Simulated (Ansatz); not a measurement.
Nb3Si2O, before and after

The guess for Nb3Si2O was proposed by analogy with related compounds (P4/mbm, No. 127). Its size is a guess.

start.cif

```cif
data_structure
_symmetry_space_group_name_H-M 'P4/mbm'
_symmetry_Int_Tables_number 127
_cell_length_a 6.8000
_cell_length_b 6.8000
_cell_length_c 3.6300
_cell_angle_alpha 90.000
_cell_angle_beta 90.000
_cell_angle_gamma 90.000
_cell_volume 167.85
loop_
_atom_site_label
_atom_site_type_symbol
_atom_site_symmetry_multiplicity
_atom_site_Wyckoff_symbol
_atom_site_fract_x
_atom_site_fract_y
_atom_site_fract_z
_atom_site_occupancy
Nb1 Nb 2 a 0.50000 0.50000 0.00000 1
Nb2 Nb 4 h 0.81900 0.31900 0.50000 1
Si1 Si 4 g 0.11100 0.38900 0.00000 1
O1 O 2 b 0.50000 0.50000 0.50000 1
```

The calculation used Ansatz, DFT PBE, scalar-relativistic, plane waves, PAW. Cutoff 420 eV, Gaussian smearing, Γ-centred meshes. Cell and atoms relax first on a coarse mesh, the cell is then made exact in the group found at 0.06 to 0.08 Å, and last on a converged mesh; the steps can't lower the symmetry of their start. No spin polarisation.

end.cif

```cif
data_structure
_symmetry_space_group_name_H-M 'P4/mbm'
_symmetry_Int_Tables_number 127
_cell_length_a 6.4517
_cell_length_b 6.4517
_cell_length_c 4.1475
_cell_angle_alpha 90.000
_cell_angle_beta 90.000
_cell_angle_gamma 90.000
_cell_volume 172.64
loop_
_atom_site_label
_atom_site_type_symbol
_atom_site_symmetry_multiplicity
_atom_site_Wyckoff_symbol
_atom_site_fract_x
_atom_site_fract_y
_atom_site_fract_z
_atom_site_occupancy
Nb1 Nb 2 a 0.50000 0.50000 0.00000 1
Nb2 Nb 4 h 0.81834 0.31834 0.50000 1
Si1 Si 4 g 0.12782 0.37218 0.00000 1
O1 O 2 b 0.50000 0.50000 0.50000 1
```

The symmetry stays P4/mbm (No. 127). The volume per atom grows by 2.9 %, from 14.0 to 14.4 Å³. The shortest distance goes from 1.81 Å (Nb–O) to 2.07 Å (Nb–O). The ratio c/a of the conventional cell changes by a factor of 1.20.

```
Volume per atom                           : 14.39 Å³
Density                                   : 6.75 g/cm³
Formation energy                          : −0.73 eV/atom
Gap on the 6×6×8 mesh of the 12-atom cell : 0 eV (a metal)
```

Energies over the elements count from the elements' standard structures at the same level (O₂ as a molecule), with no fitted energy shifts.

The last run used Gaussian smearing of 0.10 eV. The cell is a metal run without spin; a magnetic state may lie lower. A later test with randomly moved atoms led to a structure 178 meV/atom lower, so this end is a saddle point or a shallow minimum. Another cell of the same search, in Pmc2_1, lies 178 meV/atom lower, so this cell isn't the stable form at this level.
